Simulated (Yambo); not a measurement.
Yambo run on RhCuO2 (space group R-3m, No. 166). The wavefunctions come from this Quantum ESPRESSO step (PBEsol, PseudoDojo standard norm-conserving files, scalar-relativistic):

```
&CONTROL
  calculation = 'nscf'
  pseudo_dir = './pseudo'
  outdir = './out'
/
&SYSTEM
  ibrav = 0
  nat = 4
  ntyp = 3
  ecutwfc = 92.0
  ecutrho = 368.0
  occupations = 'fixed'
  force_symmorphic = .true.
  nbnd = 102
/
&ELECTRONS
  conv_thr = 4e-09
  diago_full_acc = .true.
  diago_thr_init = 1e-08
/
ATOMIC_SPECIES
O 15.9990 O.upf
Cu 63.5460 Cu.upf
Rh 102.9055 Rh.upf
CELL_PARAMETERS angstrom
  1.535520484982   0.886533165351   5.637495198000
 -1.535520484982   0.886533165351   5.637495198000
  0.000000000000  -1.773066330701   5.637495198000
ATOMIC_POSITIONS crystal
O   0.892358334700   0.892358334700   0.892358334700
O   0.107641665300   0.107641665300   0.107641665300
Cu   0.000000000000   0.000000000000   0.000000000000
Rh   0.500000000000   0.500000000000   0.500000000000
K_POINTS automatic
4 4 4 0 0 0
```

Yambo input:

```
rim_cut
gw0
dyson
el_el_corr
HF_and_locXC
ppa
em1d
RandQpts= 1000000
RandGvec= 1 Ry
EXXRLvcs= 92 Ry
VXCRLvcs= 368 Ry
Chimod= "HARTREE"
% BndsRnXp
 9 | 101 |
%
NGsBlkXp= 8 Ry
% LongDrXp
 1.0 | 1.0 | 1.0 |
%
PPAPntXp= 27.2114 eV
% GbndRnge
 1 | 101 |
%
GTermKind= "BG"
DysSolver= "n"
ExtendOut
% QPkrange
 1 | 1 | 24 | 25 |
 3 | 3 | 24 | 25 |
 7 | 7 | 24 | 25 |
 11 | 11 | 24 | 25 |
 13 | 13 | 24 | 25 |
%
```

k points by index: 1 = Γ, 3 = L, 7 = F, 11 = (0.25, -0.5, -0.5), 13 = Z.

The o-*.qp file then holds:

```
#    K-point    Band    Eo [eV]    E [eV]    E-Eo [eV]    Vxc [eV]    Vnlxc [eV]    Sc|Eo [eV]    Sc|E [eV]    dSc/dw|Eo [eV]    Re(Z)    Im(Z)
#
    1    24    -0.517504    -0.543815    -0.026310    -20.86165    -25.46775    4.571651    4.579791    -8.364225    0.764885    -0.001807
    1    25    2.357252    2.900800    0.543547    -23.23606    -19.92800    -2.601133    -2.764518    -8.177928    0.768911    -0.001895
    3    24    -0.347654    -0.334794    0.012859    -22.62481    -28.07313    5.465201    5.461178    -8.623430    0.759353    -0.001602
    3    25    2.196734    3.094750    0.898016    -23.16260    -17.84665    -4.143496    -4.417934    -8.315119    0.765944    -0.001104
    7    24    0.000000    -0.003711    -0.003711    -25.66409    -30.74119    5.072115    5.073387    -8.988734    0.751690    -0.001548
    7    25    2.004809    2.810562    0.805753    -22.72163    -17.70711    -3.965051    -4.208762    -8.229297    0.767798    -0.001504
    11    24    -0.028478    -0.001582    0.026896    -22.85382    -27.92743    5.108877    5.100508    -8.513307    0.761694    -0.001495
    11    25    1.179608    1.904644    0.725036    -23.21909    -19.29405    -2.982958    -3.200000    -8.144945    0.769630    -0.001379
    13    24    -0.012955    -0.004573    0.008382    -21.85525    -26.76441    4.920065    4.917542    -8.332440    0.765570    -0.001490
    13    25    2.814023    3.758563    0.944540    -22.94797    -17.76211    -3.940500    -4.241324    -8.661663    0.758513    -0.005093
```
(The two width columns are left out.) Convergence of these settings isn't established.

Spin-orbit coupling is not included.

Geometry relaxed with PBEsol.
